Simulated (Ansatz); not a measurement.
**SnCl: stable or not**

The structure comes from a generated guess, relaxed at this level; another structure or a mixture of phases may lie lower.

Computed with DFT PBE, scalar-relativistic, plane waves, PAW (Ansatz). Settings of the last relaxation (4-atom cell): 420 eV, 12×12×6 k points, Gaussian smearing of 0.10 eV, no spin polarisation.

```yaml
crystal:
  lattice:
    - [4.31996, 0.00000, 0.00000]
    - [0.00000, 4.31996, 0.00000]
    - [0.00000, 0.00000, 8.37761]
  atoms:
    - { symbol: Sn, position: [0.50000, 0.00000, 0.96693] }
    - { symbol: Sn, position: [0.00000, 0.50000, 0.03307] }
    - { symbol: Cl, position: [0.50000, 0.00000, 0.68305] }
    - { symbol: Cl, position: [0.00000, 0.50000, 0.31695] }
```

Energies over the elements count from the elements' standard structures at the same level (Cl₂ as a molecule), with no fitted energy shifts. The references include grey tin.

Question: These tests were run: energy against the elements; phonons on a 2×2×1 q mesh. What do they show?

Answer:

```tsv
test	result
energy against the elements	−0.59 eV/atom
phonons on a 2×2×1 q mesh	no imaginary mode on the mesh, but the interpolation dips to 27i cm⁻¹ between its points
```

It fails none of these tests outright. Whether a mixture of other phases lies lower isn't tested here. Undecided within the accuracy: phonons on a 2×2×1 q mesh.

Weakly bound directions are ill-defined at this level, which has no dispersion term. The run for the phonons used a 12×12×6 k mesh and Fermi–Dirac smearing of 0.15 eV.
